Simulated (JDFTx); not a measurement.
Input for JDFTx (a modified build): silicon dioxide molecule, SiO2 (SMILES O=[Si]=O), charge 0, multiplicity 1, SCCS (g09 parameters), water, 1 M NaF; lengths in bohr, energies in hartree. The run starts from orbitals saved by an earlier run of the same system.

```
lattice \
  22.6767134955 0.0000000000 0.0000000000 \
  0.0000000000 17.4799666528 0.0000000000 \
  0.0000000000 0.0000000000 17.0075351216
coords-type Cartesian
ion O -2.8176802781 0.0000155566 0.0000000000 0
ion Si 0.0000268404 -0.0000155568 -0.0000000000 0
ion O 2.8176802781 0.0000155568 -0.0000000000 0
ion-species pseudo/o_pbe_v1.2.upf
ion-species pseudo/si_pbe_v1.upf
elec-cutoff 20 100
elec-ex-corr gga-PBE
symmetries none
elec-n-bands 8
electronic-minimize nIterations 150 energyDiffThreshold 1e-7
fluid LinearPCM
pcm-variant SCCS_g09
fluid-solvent H2O
fluid-cation Na+ 1
fluid-anion F- 1
fluid-minimize nIterations 400 knormThreshold 1e-11
wavefunction read s0.wfns 11
dump-name s4.$VAR
dump End State Ecomponents EigStats BandEigs Forces ElecDensity IonicPositions FluidDebug
```

The log closes as follows.

```
[...]
ElecMinimize: Iter:   9  Etot: -36.107094055470640  |grad|_K:  5.139e-07  alpha:  7.026e-01  linmin:  1.680e-02
ElecMinimize: Iter:  10  Etot: -36.107094094912661  |grad|_K:  2.428e-07  alpha:  6.682e-01  linmin: -1.632e-01
ElecMinimize: Iter:  11  Etot: -36.107094106678261  |grad|_K:  2.029e-07  alpha:  1.278e+00  linmin:  1.835e-01
ElecMinimize: Converged (|Delta Etot|<1.000000e-07 for 2 iters).

# Ionic positions in cartesian coordinates:
ion O  -2.817680278100000   0.000015556600000   0.000000000000000 0
ion O   2.817680278100000   0.000015556800000   0.000000000000000 0
ion Si   0.000026840400000  -0.000015556800000   0.000000000000000 0

# Forces in Cartesian coordinates:
force O  -0.038204494193995  -0.000000045150031  -0.000004876462747 0
force O   0.038239829681813   0.000000032369881   0.000004876727779 0
force Si  -0.000035262129744  -0.000000363296619  -0.000000017611166 0

# Energy components:
   A_diel =       -0.0209026540705018
   Eewald =        4.8530609259016497
       EH =       35.8074647715439696
     Eloc =      -89.9931311013536543
      Enl =        5.4221061069094594
      Exc =       -9.4118030193445659
 Exc_core =        0.9568922538611098
       KE =       16.2792186098742739
-------------------------------------
     Etot =      -36.1070941066782609


	eMin: -0.896911 at state 0 ( [ +0.000000 +0.000000 +0.000000 ] spin 0 )
	HOMO: -0.292130 at state 0 ( [ +0.000000 +0.000000 +0.000000 ] spin 0 )
```

The run took 12 electronic cycles (a count that differs between repeats, as do the digits past 10⁻⁶ Ha); the highest occupied level lies at -7.95 eV from the bulk liquid; the total lies -0.39 eV from the vacuum run at this geometry. The continuum can't coordinate to the solute or react with it.
